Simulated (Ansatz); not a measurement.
The start is a relaxed C cell, doubled along one cell vector, shaken by Gaussian noise of σ = 0.08 Å a coordinate. The structure is fully relaxed (lattice and positions, P = 0) with PBE (plane waves to 420 eV, PAW, scalar-relativistic; Ansatz, a first-principles code). The first steps use a coarse 10×10×3 k-mesh.

Starting cell:
```yaml
crystal:
  lattice:
    - [2.51158, 0.00000, 0.00000]
    - [-1.25579, 2.17509, 0.00000]
    - [0.00000, 0.00000, 8.36063]
  atoms:
    - { symbol: C, position: [0.30584, 0.66593, 0.02644] }
    - { symbol: C, position: [0.25861, 0.61491, 0.52834] }
    - { symbol: C, position: [0.71386, 0.32560, 0.28362] }
    - { symbol: C, position: [0.64623, 0.35860, 0.76991] }
    - { symbol: C, position: [0.65033, 0.39207, 0.46986] }
    - { symbol: C, position: [0.70049, 0.36856, 0.96492] }
    - { symbol: C, position: [0.31341, 0.68482, 0.21213] }
    - { symbol: C, position: [0.32639, 0.70685, 0.72483] }
```

Q: What pressure does the first self-consistent step give?

A: +10.7 GPa (positive: the cell is compressed).

Q: Which atoms feel the largest initial force, and how large is it?

A: 6.67 eV/Å, on C2 (atoms numbered as listed).

Q: How much energy is released per atom?

A: 0.30 eV/atom.

Q: Is the parent structure recovered?

A: It relaxes back to the parent, P6₃/mmc (No. 194).

It ends as:

Space group P6₃/mmc (No. 194); a = b = 2.512 Å, c = 4.180 Å, α = β = 90.00°, γ = 120.00°

```tsv
atom	site	symmetry	x	y	z
C	4f	3m.	0.3333	0.6667	0.0627
```

Final values are on a 15×15×8 k-mesh of the relaxed cell. No spin polarisation in the result.
